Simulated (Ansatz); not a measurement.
GeSe:
```xyz
8
Lattice="10.9714 0.0000 0.0000 0.0000 3.8793 0.0000 0.0000 0.0000 4.4227" Properties=species:S:1:pos:R:3 pbc="T T T"
Ge     1.3561     0.9698     0.5014
Ge     9.6153     2.9095     3.9213
Ge     4.1296     2.9095     2.7127
Ge     6.8418     0.9698     1.7100
Se     9.3780     0.9698     2.2027
Se     1.5934     2.9095     2.2200
Se     7.0791     2.9095     4.4140
Se     3.8923     0.9698     0.0087
```

Relaxed with PBE+D3(BJ). Special points in fractions of this cell's reciprocal vectors: Γ (0.000, 0.000, 0.000); X (0.500, 0.000, 0.000); S (0.500, 0.500, 0.000); Y (0.000, 0.500, 0.000); Z (0.000, 0.000, 0.500); U (0.500, 0.000, 0.500); R (0.500, 0.500, 0.500); T (0.000, 0.500, 0.500).

Problem. List the band energies nearest the valence-band maximum at these points for the program Ansatz at the PBE+D3(BJ) level (PAW).

Solution. In eV from the valence-band maximum; about four levels below and three above (degenerate sets whole), none deeper than 8.9 eV; points with the same levels are listed once.

```csv
k,below,above
Γ,-1.41 -1.10 -0.84 -0.21,0.72 2.66 2.68
X,-1.70 -1.70 -0.46 -0.46,2.36 2.36 2.41 2.41
S,-1.51 -1.51 -1.51 -1.51,1.48 1.48 1.48 1.48
Y,-1.39 -1.39 -1.18 -1.18,1.11 1.11 1.21 1.21
Z,-0.96 -0.96 -0.40 -0.40,1.23 1.23 1.92 1.92
U,-0.58 -0.58 -0.53 -0.53,1.27 1.27 1.92 1.92
R,-1.49 -1.49 -1.49 -1.49,2.57 2.57 2.57 2.57
T,-2.18 -2.18 -1.50 -1.50,2.84 2.84 3.26 3.26
```

Space group Pnma. The PBE+D3(BJ) relaxation kept the symmetry of its start. Spin–orbit coupling is left out wherever it is not named.

Potentials: the later of the program's two PAW sets.
